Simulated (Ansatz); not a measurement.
Method: Ansatz, DFT PBE, scalar-relativistic, plane waves, PAW. All cells share a 420 eV cutoff and Γ-centred k meshes spaced at most about 0.3 Å⁻¹ (about 0.25 or finer for metals, 2π included). Collinear spin in cells that started with moments and kept them past the coarse steps, no spin elsewhere.

Each of these unrelaxed guesses is relaxed in cell and atoms within its symmetry. A guess keeps its type if space group and coordination stay and the shape of the cell changes little (axis ratios within about 15 %, angles within 6°); the volume may change.

1. Cu3O2 (collinear spin from parallel moments)

```
Cu O
1.0
     2.60702    1.50516    2.10526
    -2.60702    1.50516    2.10526
     0.00000   -3.01032    2.10526
Cu O
3 2
Direct
  0.00000 0.25000 0.75000
  0.75000 0.00000 0.25000
  0.25000 0.75000 0.00000
  0.26000 0.26000 0.26000
  0.74000 0.74000 0.74000
```

2. FePdC4N4 (collinear spin from parallel moments)

```
Fe Pd C N
1.0
     5.93285    0.00000    0.00000
     0.00000    5.93285    0.00000
     0.00000    0.00000    5.93285
Fe Pd C N
1 1 4 4
Cartesian
  2.9664 2.9664 2.9664
  0.0000 0.0000 0.0000
  1.1189 1.1189 1.1189
  1.1189 4.8139 4.8139
  4.8139 1.1189 4.8139
  4.8139 4.8139 1.1189
  1.7944 1.7944 1.7944
  1.7944 4.1384 4.1384
  4.1384 1.7944 4.1384
  4.1384 4.1384 1.7944
```

Task: Which keep their type?

Result: Guess 2 keeps its type.

```
guess  kept  start group  end group  V start (Å³/atom)  V end  b/a and c/a, end over start  nearest neighbours start  nearest neighbours end
    1    no          R32       R-3m                9.9   13.4                            -                 Cu 8, O 6               Cu 2, O 3
    2   yes        P-43m      P-43m               20.9   20.5                   1.00, 1.00      C 1, Fe 4, N 1, Pd 4    C 1, Fe 4, N 1, Pd 4
```

Neighbours count within 15 % of an atom's shortest distance; end groups are read at 0.02 Å (0.05 Å in metals).

In Cu3O2 R-3m an odd number of electrons in the primitive cell allows no gap without spin; a larger cell or a magnetic state could open one. No Hubbard U is applied to the 3d shell of Cu. The magnetic state reached may not be the lowest. Cells relaxed within their symmetry can be saddle points.
